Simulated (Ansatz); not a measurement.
**What DFT gives for Li3V2**

```yaml
crystal:
  lattice:
    - [2.12363, 3.67823, 0.00000]
    - [-2.12363, 3.67823, 0.00000]
    - [-2.12363, 1.22608, 4.50499]
  atoms:
    - { symbol: Li, position: [0.40500, 0.19000, 0.21500] }
    - { symbol: Li, position: [0.59500, 0.81000, 0.78500] }
    - { symbol: Li, position: [0.00000, 0.00000, 0.00000] }
    - { symbol: V, position: [0.80130, 0.39740, 0.40390] }
    - { symbol: V, position: [0.19870, 0.60260, 0.59610] }
```

Level: PBE, no spin polarisation; 420 eV; 10×10×10 Γ-centred mesh; fermi-dirac occupations (width 0.1 eV); Ansatz 0.2.0, fixed geometry.

Q: Is it stable against the elements?

A: 0.67 eV an atom against the elements' usual phases (free molecules for gases, crystals otherwise, with no correction for O₂ or N₂), so at this geometry it isn't bound against them. Relaxing would lower it.

Q: How is the charge shared?

A: Bader charges in e: Li +0.78, V -1.18. In the mean Li gives up most and V takes most.

Q: Is there a gap?

A: It is a metal, with about 8 states/eV a cell as the mean within 0.25 eV of the Fermi level, mostly V d (85 %).

Q: Which atom feels the largest force, and which way?

A: The largest is on V4 (and as large on other atoms): 0.26 eV/Å, components (0.00, 0.00, 0.26). It makes 109° with the line to a nearest neighbour, Li1 at 2.60 Å.

Origin: a known structure type with other elements, at an estimated volume, so it need not be a known compound. Caveats: no spin polarisation, so a magnetic state may lie lower.
